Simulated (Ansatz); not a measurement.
CsCl:
```
CsCl
1.0
    4.20610     0.00000     0.00000
    0.00000     4.20610     0.00000
    0.00000     0.00000     4.20610
Cs Cl
1 1
Cartesian
  0.00000   0.00000   0.00000
  2.10305   2.10305   2.10305
```

Relaxed with DFT-PBE in the program Ansatz with PAW potentials. Indices refer to the conventional cell of Pm-3m, a = b = c = 4.206 Å, α = β = γ = 90.00°.

Problem. Simulate the powder diffraction pattern (Ag Kα, λ = 0.560885 Å; lines above 1 %) up to 2θ = 30°.

Solution. Simulated powder pattern, Ag Kα, λ = 0.560885 Å (kinematic, ideal powder, no thermal factors, no anomalous dispersion; the 30 strongest lines at most, above 1 %, up to 2θ = 30°):

| 2θ (°) | d (Å) | I/Imax (%) | hkl |
|---|---|---|---|
| 7.65 | 4.206 | 35 | (100) |
| 10.82 | 2.974 | 100 | (110) |
| 13.26 | 2.428 | 13 | (111) |
| 15.33 | 2.103 | 19 | (200) |
| 17.15 | 1.881 | 20 | (210) |
| 18.80 | 1.717 | 43 | (211) |
| 21.74 | 1.487 | 14 | (220) |
| 23.08 | 1.402 | 11 | (221)+(300) |
| 24.34 | 1.330 | 20 | (310) |
| 25.55 | 1.268 | 6.3 | (311) |
| 26.71 | 1.214 | 5.0 | (222) |
| 27.82 | 1.167 | 4.8 | (320) |
| 28.89 | 1.124 | 23 | (321) |

The cell was relaxed with PBE under the symmetry of its start. Spin–orbit coupling is left out wherever it is not named.

Potentials: the later of the program's two PAW sets.
